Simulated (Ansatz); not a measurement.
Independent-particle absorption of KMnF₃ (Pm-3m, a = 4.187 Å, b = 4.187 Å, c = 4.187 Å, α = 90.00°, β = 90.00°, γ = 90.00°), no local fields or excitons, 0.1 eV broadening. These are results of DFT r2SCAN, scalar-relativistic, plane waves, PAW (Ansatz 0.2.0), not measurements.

Cutoff 500 eV; k points 6×6×6 on the computed 5-atom cell (Γ-centred); Gaussian smearing, width 0.02 eV; collinear spin from starting moments 0 4.65 0 0 0 μB. The spectrum is summed on a 9×9×9 mesh.

```
K Mn F
1.0
     4.18745    0.00000    0.00000
     0.00000    4.18745    0.00000
     0.00000    0.00000    4.18745
K Mn F
1 1 3
Direct
  0.50000 0.50000 0.50000
  0.00000 0.00000 0.00000
  0.50000 0.00000 0.00000
  0.00000 0.50000 0.00000
  0.00000 0.00000 0.50000
```

```csv
photon energy (eV),"ε2,zz"
0.0,0.00
0.4,0.00
0.8,0.00
1.2,0.00
1.6,0.00
2.0,0.00
2.4,0.00
2.8,0.00
3.2,0.00
3.6,0.00
4.0,0.00
4.4,0.12
4.8,0.22
5.2,0.28
5.6,0.33
6.0,0.39
6.4,0.27
6.8,0.21
7.2,0.12
7.6,0.27
8.0,0.43
8.4,1.75
8.8,1.26
9.2,1.33
9.6,1.09
10.0,1.08
10.4,1.47
10.8,1.87
11.2,1.57
11.6,1.83
12.0,1.76
12.4,1.02
12.8,1.02
13.2,0.84
13.6,1.13
14.0,0.96
```

The strongest peak lies near 10.6 eV. ε∞ (xx, yy, zz) = 2.3, 2.3, 2.3.

Symmetry holds off the tilts and polar distortions that many cubic perovskites undergo.

Cost: 1 run of about 1.1 core-minutes, on Intel Xeon 6975P-C (Granite Rapids) (shared hosts).